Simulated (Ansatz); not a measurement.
Nb₅Si₃:
```yaml
crystal:
  lattice:
    - [-3.25561, 3.25561, 5.86660]
    - [3.25561, -3.25561, 5.86660]
    - [3.25561, 3.25561, -5.86660]
  atoms:
    - { symbol: Si, position: [0.25000, 0.25000, 0.00000] }
    - { symbol: Si, position: [0.75000, 0.75000, 0.00000] }
    - { symbol: Nb, position: [0.81541, 0.31541, 0.83225] }
    - { symbol: Nb, position: [0.31541, 0.48315, 0.50000] }
    - { symbol: Nb, position: [0.48315, 0.98315, 0.16775] }
    - { symbol: Nb, position: [0.98315, 0.81541, 0.50000] }
    - { symbol: Nb, position: [0.68459, 0.51685, 0.50000] }
    - { symbol: Nb, position: [0.18459, 0.68459, 0.16775] }
    - { symbol: Nb, position: [0.01685, 0.18459, 0.50000] }
    - { symbol: Nb, position: [0.51685, 0.01685, 0.83225] }
    - { symbol: Nb, position: [0.00000, 0.00000, 0.00000] }
    - { symbol: Nb, position: [0.50000, 0.50000, 0.00000] }
    - { symbol: Si, position: [0.87066, 0.37066, 0.24131] }
    - { symbol: Si, position: [0.37066, 0.12934, 0.50000] }
    - { symbol: Si, position: [0.12934, 0.62934, 0.75869] }
    - { symbol: Si, position: [0.62934, 0.87066, 0.50000] }
```

Relaxed with LDA. Special points in fractions of this cell's reciprocal vectors: Γ (0.000, 0.000, 0.000); X (0.000, 0.000, 0.500); P (0.250, 0.250, 0.250); N (0.000, 0.500, 0.000); M (0.500, 0.500, -0.500); S (0.327, 0.673, -0.327); S0 (-0.327, 0.327, 0.327); R (-0.154, 0.154, 0.500); G (0.500, 0.500, -0.154).

### Question
List the band energies nearest the Fermi level at these points for LDA (plane waves, PAW; program Ansatz).

### Answer
In eV from the Fermi level; about four levels below and three above (degenerate sets whole), none deeper than 8.9 eV; points with the same levels are listed once.

```tsv
k	below	above
Γ	-1.01 -0.69 -0.65 -0.65	0.46 0.46 0.90
X	-1.10 -1.00 -0.55 -0.25	0.06 0.58 0.86
P	-1.26 -1.26 -0.83 -0.83	0.11 0.11 0.91 0.91
N	-1.33 -1.33 -0.98 -0.98	0.35 0.35 0.55 0.55
M	-0.31 -0.22 -0.22 -0.06	0.11 0.24 0.24
S	-0.87 -0.86 -0.56 -0.02	0.35 0.43 0.45
R	-0.75 -0.65 -0.34 -0.14	0.35 0.38 1.00
```

Space group I4/mcm. The workflow started from an entry of the Crystallography Open Database (COD), which files this formula under 2 space groups. Whether it is the stable phase at ambient conditions was not checked. The cell was relaxed with LDA under the symmetry of its start; whether a distortion lowers the energy is not shown. No spin polarisation was allowed. Spin–orbit coupling is left out wherever it is not named.

Potentials: the later of the program's two PAW sets.
